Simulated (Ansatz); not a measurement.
**Ni (Im-3m): total moment held at 0.19 μB**

These are results of DFT, LDA, all-electron LAPW, scalar-relativistic in Ansatz 0.2.0, not measurements.

Command: `ansatz run input.yaml --threads 1 --pin off --max-ram 3072MiB --backend cpu --events-out ev --progress --plain --runs-dir out`

```yaml
crystal:
  lattice:
    - [-1.38371547, 1.38371547, 1.38371547]
    - [1.38371547, -1.38371547, 1.38371547]
    - [1.38371547, 1.38371547, -1.38371547]
  atoms:
    - { symbol: Ni, position: [0.0, 0.0, 0.0], spin: 0.19 }
magnetization:
  spin_polarized: true
  initial_magnetization: 0.19
  spin_locking: { lock_magnetization: hard }
kpoints:
  mp_grid: { grid: [17, 17, 17] }
scf:
  occupations: { method: fermi_dirac, width: 0.05 }
  lower_state_search: "off"
hamiltonian:
  xc: lda
  pseudopotentials: { kind: all_electron, lapw: { basis_error: 0.001 } }
output:
  forces: true
  stress: true
  eigenvalues: false
```

Output:

```
settings of this run that can trade accuracy for cost: output.eigenvalues: false. Do not mix this run's numbers with those of runs without the same settings; the input reference describes each key
LAPW: plane waves up to 9.434 Å⁻¹, error target 1.0e-3 eV per atom; small_component_spin mean_spin; Ni in spheres of 1.198 Å, 18 of its electrons in bands, Dirac shells [] (how accurate: hamiltonian.pseudopotentials.lapw.basis_error, Limitations)
Engine: ansatz 0.2.0
Pseudopotentials: kind: all_electron
Pseudopotential: Ni, LAPW, valence charge 18, lapw/all_electron/scalar/gaussian/Ni, Koelling and Harmon's equation, gaussian nucleus
Functional definition: SPW92
  exchange = slater_x
  correlation = pw_c
Crystal: 1 atoms, lattice volume = 10.597 Å³
Basis set: ecut = 339.1005168601053 eV, 141 PW (Γ), exchange–correlation at level 2
Bands: 14, of which v1, the nominal top of the filled ones, is band 9 counted from 1 (8 counted from 0)
Symmetry: 48 space group operations
Space group: Im-3m (ITA 229), of the structure as read, at distance tolerance 2.2e-5 Å
Magnetic group: BNS 229.140 (UNI 1642), of the structure as read, at distance tolerance 2.2e-5 Å
k-points: 165 of 4913
Non-local potential: Ni, projectors of the file, none
Initial density: superposition of atomic densities (chi_scale 0.1, normalization cell)
Starting moments: Σ|m| = 0.19 μB on 1 of 1 site
Initial wavefunctions: plane waves of lowest kinetic energy (no species holds an atomic orbital)
Functional: x = slater, c = lda
iter 1 solved again at ethr=9.76e-6 eV; its pass at ethr=1.00e-1 eV (dr2=1.76e-3 eV) is discarded
SCF iter   1: F=—  HF=-41316.512133 eV  |F-HF|=—  |Δ(HF+E_count)|=         —  Δρ=3.51e-3 (↑3.51e-3 ↓2.08e-3)  dr2=1.70e-3  dr2_m=6.06e-5  M=0.190 μB ∫|m|=0.195 μB  β_m=0.30  ethr=9.76e-6  ⟨swp⟩=3.9  Hψ=37861  notcnv=0
preconditioner: auto → none  [metal: Δε(μ)=0.006 eV  Ē_g=17.006 eV  σ=0.050 eV  W_gap=0.03  n_scr=0 (ndim 8)  ℏωp=36.1 eV  f_vac=0.000  D(μ)=2.02/eV (n_scr^D=42)]
iter 2 solved again at ethr=2.04e-7 eV; its pass at ethr=9.47e-6 eV (dr2=3.67e-5 eV) is discarded
SCF iter   2: F=—  HF=-41316.503077 eV  |F-HF|=—  |Δ(HF+E_count)|=   9.06e-3  Δρ=8.90e-4 (↑8.90e-4 ↓8.56e-4)  dr2=3.67e-5  dr2_m=3.54e-5  M=0.190 μB ∫|m|=0.197 μB  β_m=0.35  ethr=2.04e-7  ⟨swp⟩=2.0  Hψ=21251  notcnv=0
SCF iter   3: F=—  HF=-41316.499931 eV  |F-HF|=—  |Δ(HF+E_count)|=   3.15e-3  Δρ=1.32e-3 (↑1.32e-3 ↓5.10e-4)  dr2=1.69e-4  dr2_m=2.19e-5  M=0.190 μB ∫|m|=0.199 μB  β_m=0.46  ethr=2.04e-7  ⟨swp⟩=3.0  Hψ=13524  notcnv=0
SCF iter   4: F=—  HF=-41316.498263 eV  |F-HF|=—  |Δ(HF+E_count)|=   1.67e-3  Δρ=3.41e-4 (↑5.87e-5 ↓3.41e-4)  dr2=5.15e-6  dr2_m=2.93e-6  M=0.190 μB ∫|m|=0.204 μB  β_m=0.73  ethr=2.04e-7  ⟨swp⟩=3.0  Hψ=13518  notcnv=0
SCF iter   5: F=—  HF=-41316.498342 eV  |F-HF|=—  |Δ(HF+E_count)|=         —  Δρ=5.75e-5 (↑5.75e-5 ↓1.59e-5)  dr2=2.25e-7  dr2_m=4.94e-8  M=0.190 μB ∫|m|=0.206 μB  β_m=0.87  ethr=2.86e-8  ⟨swp⟩=2.5  Hψ=12431  notcnv=0
the basis was enlarged: its passes take 435.5 KiB over the memory plan, 2 of 2 planned eigensolver slots
SCF iter   6: F=—  HF=-41316.498341 eV  |F-HF|=—  |Δ(HF+E_count)|=   8.26e-7  Δρ=5.37e-6 (↑5.37e-6 ↓4.06e-6)  dr2=2.17e-9  dr2_m=4.63e-10  M=0.190 μB ∫|m|=0.206 μB  β_m=0.83  ethr=1.25e-9  ⟨swp⟩=2.2  Hψ=12293  notcnv=0
SCF iter   7: F=-41316.498341 eV  HF=-41316.498341 eV  |F-HF|=2.11e-10  |Δ(HF+E_count)|=   4.80e-8  Δρ=1.29e-6 (↑1.20e-6 ↓1.29e-6)  dr2=1.81e-10  dr2_m=4.53e-12  M=0.190 μB ∫|m|=0.206 μB  ethr=1.21e-11  ⟨swp⟩=2.8  Hψ=12705  notcnv=0
SCF 1 converged in 7 iterations: F = -41316.498341 eV  dr2 = 1.81e-10
SCF converged after 7 iterations
Stability checked in part: among states of this total moment the steps that led to this state did not find it unstable. No probe was made; neither looks for a lower state of another moment (fixed_total_moment; see scf.lower_state_search)
Magnetization: 0.1900 μB (9.0950 up, 8.9050 down)
Absolute magnetization: 0.2065 μB (∫|ρ↑−ρ↓|)
Spin contamination: 0.0007 ħ² per cell (⟨S²⟩ above its minimum at these occupations)
Per-site moments (μB) at R_I (Å): [(0.196177996305261, 1.1983327307729694)]
Free energy (F): -41316.498341 eV
Harris-Foulkes:  -41316.498341 eV  (|F-HF|=2.11e-10)
Internal energy: -41316.481430 eV  (E = F + TS)
E sigma→0 (E₀):  -41316.489885 eV
Entropy (-TS):   -0.016911 eV (-16.911 meV/atom)
Fermi energy:    18.254941 (↑ 18.248751, ↓ 18.261130) eV
--- Per-component energies (eV) ---
  E_band       = -274.765288
  E_kinetic    = 41958.130022
  E_xc         = -1663.283883
  E_electrostatic = -81611.327569  (all electrons and nuclei)
  E_smearing   = -0.016911  (= −TS)
  E_closure    = 0.000000  (closes the sum)
  E_atoms      = -41308.350595  (free atoms, spherical and without spin; not in F)
  Σ components = -41316.498341   (vs F -41316.498341, Δ=0.00e0)
  Basis errors (estimates in eV, not in F): energy 2.8e-4 per atom: plane waves 2.5e-4 (1.3e-4 summed), levels above the bands 1.6e-145, relativity 4.6e-9, radial functions 3.3e-5, core shells 6.4e-10; eigenvalues (radial functions only) 3.9e-5; not estimated: angular momenta, meshes, grids; target (lapw.basis_error) 1.0e-3; muffin-tin radii Ni 1.198 Å
--- Forces (eV/Å), atoms counted from 1 ---
  atom   1  Ni     0.00000000    -0.00000000    -0.00000000
  max |Σ_I F_I| component: 1.89e-31 eV/Å
--- Stress (GPa, compression-positive) ---
      -11.815803       0.000000       0.000000
        0.000000     -11.815803       0.000000
        0.000000       0.000000     -11.815803
  P = ⅓ Tr σ = -11.8158 GPa (-118.158 kbar)
settings of this run that can trade accuracy for cost: output.eigenvalues: false. Do not mix this run's numbers with those of runs without the same settings; the input reference describes each key
```

Site moments (μB): Ni 0.20. Cell moment 0.19 μB.

The magnetic group in the log treats spin as a scalar label, without spin–orbit coupling.

The Ansatz runs typed with the search for lower states off end where their start leads. None of this fixes the real material's magnetic order: only patterns that fit the cell were computed, at zero temperature, with a functional that can overstate moments.

It took 14 s on 1 thread of Arm Neoverse V2, with other jobs on the host, peak memory 0.4 GiB.
